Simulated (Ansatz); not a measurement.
A geometry of Ti3Al away from equilibrium: step 3 of the relaxation of a generated cell, Ti3Al placed in the AFLOW prototype AB3_mC16_12_g_ij (D0_15, as in AlCl3). Computed with r2SCAN (plane waves to 500 eV, PAW, scalar-relativistic; Ansatz, a program for electronic structure). Γ-centred k-mesh 7×7×6 on the run's cell (coarser than for final values), Fermi–Dirac smearing 0.05 eV.

```
Ti3Al
1.0
    2.75613    -4.78049    -0.00701
    2.75613     4.78049    -0.00701
   -1.80838     0.00000     5.43873
Al Ti
2 6
Direct
  0.83373   0.16627   0.00000
  0.16627   0.83373   0.00000
  0.27150   0.27150   0.28657
  0.72850   0.72850   0.71343
  0.91388   0.59277   0.28329
  0.40723   0.08612   0.71671
  0.08612   0.40723   0.71671
  0.59277   0.91388   0.28329
```

Q: Which atoms carry the largest force, and which way does it point?

A: 2.50 eV/Å, on Ti3, Ti4 (atoms numbered as listed); on Ti3 its components are (1.40, 0.00, 2.07).

Q: What is the pressure?

A: +4.9 GPa, compression positive.

Q: How far above the relaxed end point is this geometry?

A: 0.40 eV/atom; the path ends in C2/m (No. 12).

No spin polarisation in the result.

The run could not lose the symmetry of its start, so the end can be a saddle point.

The end of the path is a generated cell of Ti3Al: the first start was made by placing the elements on the sites of a structure type, and the end was not matched to a known phase here, so it may be hypothetical. Known forms of Ti3Al include space group No. 194.
